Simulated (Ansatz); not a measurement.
Relaxed-ion elastic tensor of KTaO₃ (cubic perovskite, Pm-3m) in GPa (Voigt order), the program Ansatz at the LDA level (PAW); density 7.21 g/cm³, 12.34 Å³ per atom.

|  | 1 | 2 | 3 | 4 | 5 | 6 |
|---|---|---|---|---|---|---|
| 1 | 490 | 82.1 | 82.1 | 0.0 | 0.0 | 0.0 |
| 2 | 82.1 | 490 | 82.1 | 0.0 | 0.0 | 0.0 |
| 3 | 82.1 | 82.1 | 490 | 0.0 | 0.0 | 0.0 |
| 4 | 0.0 | 0.0 | 0.0 | 101 | 0.0 | 0.0 |
| 5 | 0.0 | 0.0 | 0.0 | 0.0 | 101 | 0.0 |
| 6 | 0.0 | 0.0 | 0.0 | 0.0 | 0.0 | 101 |

**Question.** Is the crystal mechanically stable?

**Answer.** Yes: the smallest eigenvalue of C is 101 GPa.

**Question.** Work out the Voigt, Reuss and Hill averages.

**Answer.** K_V = 218, K_R = 218, K_H = 218; G_V = 142, G_R = 127, G_H = 135 GPa.

**Question.** Give Young's modulus, Poisson's ratio, Pugh's ratio and the universal anisotropy index.

**Answer.** E = 9KG/(3K + G) = 335 GPa; ν = 0.24; K/G = 1.62 (brittle by the Pugh limit of 1.75); A_U = 5G_V/G_R + K_V/K_R − 6 = 0.61.

**Question.** Estimate the sound speeds and the Debye temperature.

**Answer.** v_l = √((K + 4G/3)/ρ) = 7430 m/s, v_t = √(G/ρ) = 4320 m/s, mean 4790 m/s; Θ = (h/k)(3n/4πV)^(1/3) v_m = 617 K.

**Question.** Give the Zener ratio and Young's modulus along [100], [110] and [111].

**Answer.** A = 2C44/(C11 − C12) = 0.50; 1/E = S11 − 2(S11 − S12 − S44/2)Γ with Γ = 0, 1/4, 1/3 gives 467, 295, 263 GPa.

**Question.** Solve the Christoffel equation for the three sound speeds along [100], [110], [111].

**Answer.** Eigenvalues of C_ijkl n_j n_l equal ρv². In km/s, slowest first: [100] 3.75, 3.75, 8.25; [110] 3.75, 5.32, 7.33; [111] 4.85, 4.85, 7.00.

The LDA relaxation kept the symmetry of its start. No spin polarisation was allowed. Spin–orbit coupling is left out wherever it is not named.

Potentials: the later of the program's two PAW sets.
